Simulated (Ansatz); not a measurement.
PtCl2 in space group Pnnm (No. 58; Pt on 2b, Cl on 4g) at seven volumes, the program Ansatz at the LDA level (PAW), shape and atoms relaxed at each. One row is withheld.

```json
[
 {"V (Å³/atom)": "18.983", "P (GPa)": "2.87"},
 {"V (Å³/atom)": "19.609", "P (GPa)": "1.74"},
 {"V (Å³/atom)": "20.235", "P (GPa)": "?"},
 {"V (Å³/atom)": "20.860", "P (GPa)": "0.00"},
 {"V (Å³/atom)": "21.486", "P (GPa)": "-0.54"},
 {"V (Å³/atom)": "22.112", "P (GPa)": "-0.91"},
 {"V (Å³/atom)": "22.738", "P (GPa)": "-1.18"}
]
```

Question: Fit the shown pressures and predict the withheld one.

Answer: P = (3/2)B₀(x^(7/2) − x^(5/2))[1 + (3/4)(B′ − 4)(x − 1)] with x = (V₀/V)^(2/3). Least squares on the six rows gives V₀ = 20.883 Å³/atom, B₀ = 20.5 GPa, B′ = 8.55. At V = 20.235, x = 1.0212 and P = 0.74 GPa. The run itself gave 0.74 GPa.

The workflow started from a Materials Project entry (that database holds measured and hypothetical structures alike); the Crystallography Open Database copy checked does not list it. COD files the formula under space group No. 166, so this cell is another polymorph or a model. Its standing as an ambient phase is unchecked. The LDA relaxation kept the symmetry of its start; whether a distortion lowers the energy is not shown. No spin polarisation was allowed. A crystal of weakly bound chains computed without a dispersion correction: the cell and the soft elastic constants depend strongly on that. Spin–orbit coupling is left out wherever it is not named.

Potentials: the later of the program's two PAW sets.
